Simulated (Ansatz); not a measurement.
Total density of states per atom from the program Ansatz at the PBE level (PAW), in 0.25 eV bins, energy from the Fermi level:

```
E (eV) | states/eV/atom
    -7.85 | ################ 0.22
    -7.60 | ################ 0.23
    -7.35 | ################# 0.23
    -7.10 | ################# 0.24
    -6.85 | ################## 0.25
    -6.60 | ################## 0.25
    -6.35 | ################## 0.25
    -6.10 | ################## 0.25
    -5.85 | ################### 0.26
    -5.60 | #################### 0.28
    -5.35 | ##################### 0.29
    -5.10 | ##################### 0.29
    -4.85 | ######################### 0.35
    -4.60 | ###################### 0.30
    -4.35 | ###################### 0.30
    -4.10 | ###################### 0.30
    -3.85 | ##################### 0.29
    -3.60 | ##################### 0.28
    -3.35 | #################### 0.27
    -3.10 | ################## 0.25
    -2.85 | ################ 0.23
    -2.60 | ############## 0.20
    -2.35 | ############ 0.17
    -2.10 | ########### 0.15
    -1.85 | ########## 0.13
    -1.60 | ######## 0.12
    -1.35 | ###### 0.08
    -1.10 | ##### 0.06
    -0.85 | ### 0.05
    -0.60 | ## 0.03
    -0.35 | ## 0.03
    -0.10 | ## 0.03
     0.15 | #### 0.05
     0.40 | ##### 0.06
     0.65 | ###### 0.08
     0.90 | ######### 0.12
     1.15 | ########## 0.14
     1.40 | ############ 0.17
     1.65 | ################# 0.23
     1.90 | ################## 0.25
     2.15 | ######################### 0.34
     2.40 | ############################## 0.42
     2.65 | ############################## 0.41
     2.90 | ######################## 0.33
     3.15 | ##################### 0.28
     3.40 | ##################### 0.30
     3.65 | ##################### 0.29
     3.90 | #################### 0.27
     4.15 | #################### 0.28
     4.40 | ################### 0.26
     4.65 | ################# 0.23
     4.90 | ################ 0.23
```

Problem. Which of these materials gives this?
(A) LaB6, Pm-3m (La on 1a, B on 6f)
(B) BAs, zinc blende
(C) B, Cmce (B on 8f)
(D) BP, zinc blende

Solution. C, B, Cmce (B on 8f). Within 0.5 eV of the Fermi level: B 2p 76 %, B 2s 23 %. Projections are on Löwdin-orthogonalised atomic valence shells; empty p or d shells of many metals are not among them.

The start of the workflow was typed in or built on a structure type; neither database checked (COD, Materials Project) lists it. It is not the phase usual at ambient conditions (space group No. 166). The PBE relaxation kept the symmetry of its start; its stability against distortions is not shown here.

Potentials: the earlier of the program's two PAW sets.
